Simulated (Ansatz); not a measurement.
Relaxed-ion elastic tensor of Be$_{12}$Mo in space group I4/mmm (No. 139; Mo on 2a, Be on 8f, Be on 8i, Be on 8j) in GPa (Voigt order), PBEsol in the plane-wave PAW code Ansatz; density 3.14 g/cm³, 8.29 Å³ per atom.

```
 395  -1.4  41.8   0.0   0.0   0.0
-1.4   395  41.8   0.0   0.0   0.0
41.8  41.8   337   0.0   0.0   0.0
 0.0   0.0   0.0   156   0.0   0.0
 0.0   0.0   0.0   0.0   156   0.0
 0.0   0.0   0.0   0.0   0.0   132
```

Problem. Is the crystal mechanically stable?

Solution. Yes: the smallest eigenvalue of C is 132 GPa.

Problem. Work out the Voigt, Reuss and Hill averages.

Solution. K_V = 144, K_R = 143, K_H = 144; G_V = 159, G_R = 156, G_H = 157 GPa.

Problem. Give Young's modulus, Poisson's ratio, Pugh's ratio and the universal anisotropy index.

Solution. E = 9KG/(3K + G) = 345 GPa; ν = 0.10; K/G = 0.91 (brittle by the Pugh limit of 1.75); A_U = 5G_V/G_R + K_V/K_R − 6 = 0.09.

Problem. Estimate the sound speeds and the Debye temperature.

Solution. v_l = √((K + 4G/3)/ρ) = 10600 m/s, v_t = √(G/ρ) = 7070 m/s, mean 7730 m/s; Θ = (h/k)(3n/4πV)^(1/3) v_m = 1140 K.

Problem. How much does each axis shrink under pressure?

Solution. Linear compressibilities β_i = Σ_j S_ij (j = 1 to 3): x 2.3, y 2.3, z 2.4 per TPa.

The start of the workflow was typed in or built on a structure type; neither database checked (COD, Materials Project) lists it. Its standing as an ambient phase is unchecked. The PBEsol relaxation kept the symmetry of its start; its stability against distortions is not shown here. No spin polarisation was allowed. As this level gives no gap, shear constants depend on the k-mesh and smearing (Fermi–Dirac, 0.1 eV here).

Potentials: the earlier of the program's two PAW sets. The files were generated under PBE; for other functionals the program regenerates the frozen cores, and for LDA and PBEsol the local potential too.
